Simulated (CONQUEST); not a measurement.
Set-up for a self-consistent single point of GaAs (F-43m, 8 atoms in the cell; from Materials Project mp-2534, changed as shown).

```yaml
crystal:
  lattice:
    - [5.86518, 0.00000, 0.00000]
    - [0.00000, 5.86518, 0.00000]
    - [0.00000, 0.00000, 5.86518]
  atoms:
    - { symbol: Ga, position: [0.00000, 0.00000, 0.00000] }
    - { symbol: Ga, position: [0.00000, 0.50000, 0.50000] }
    - { symbol: Ga, position: [0.50000, 0.00000, 0.50000] }
    - { symbol: Ga, position: [0.50000, 0.50000, 0.00000] }
    - { symbol: As, position: [0.25000, 0.25000, 0.75000] }
    - { symbol: As, position: [0.25000, 0.75000, 0.25000] }
    - { symbol: As, position: [0.75000, 0.25000, 0.25000] }
    - { symbol: As, position: [0.75000, 0.75000, 0.75000] }
```

Level of theory: PBE, numerical atomic orbitals double-zeta with polarisation (the shipped basis), PseudoDojo norm-conserving potentials made for PBE (CONQUEST).

CONQUEST settings:

- basis: DZP
- Diag.MPMeshX, Y, Z: 4 4 4
- potentials: PseudoDojo norm-conserving PBE
- Grid.GridCutoff: 140 Ha
- DM.SolutionMethod: diagon
- Diag.kT: 0.003675 Ha
- Diag.GammaCentred: true
- minE.SCTolerance: 1.0e-06
- SC.MaxIters: 100
- SC.LinearMixingFactor: 0.5
- SC.KerkerPreCondition: true
- SC.KerkerFactor: 0.1 1/bohr
- AtomMove.TypeOfRun: static

Results:

- Number of valence electrons: 112
- Number of bands: 144
- Number of k-points after the program's reduction: 51
- Size of the basis: 144
- Number of SCF iterations: 7
- FFT grid: 60 × 60 × 60
- Free energy E − TS: -19868.9860 eV
- Fermi level (on the code's own zero): -4.82 eV
- Pressure: -2.78 GPa

For comparison: a first run was changed to give this one (lattice scaled by 1.02), and from it to this one the free energy rises by 11.5 meV/atom and the pressure goes from 0.41 to -2.78 GPa.

The program uses no crystal symmetry, so grid and mesh can part values that symmetry would make equal. The atom-centred basis is finite, which shifts total energies and pressures against plane waves. The structure comes from a collection of computed structures, made at another level of theory; the collection holds predicted forms beside known ones. No clean gap shows at this smearing width and mesh (spacing up to 0.27 Å⁻¹); the mesh is coarse for partly filled bands, so the values carry mesh errors. Semi-local functionals can close small gaps.

Cost on one core: very roughly 110 core-seconds.
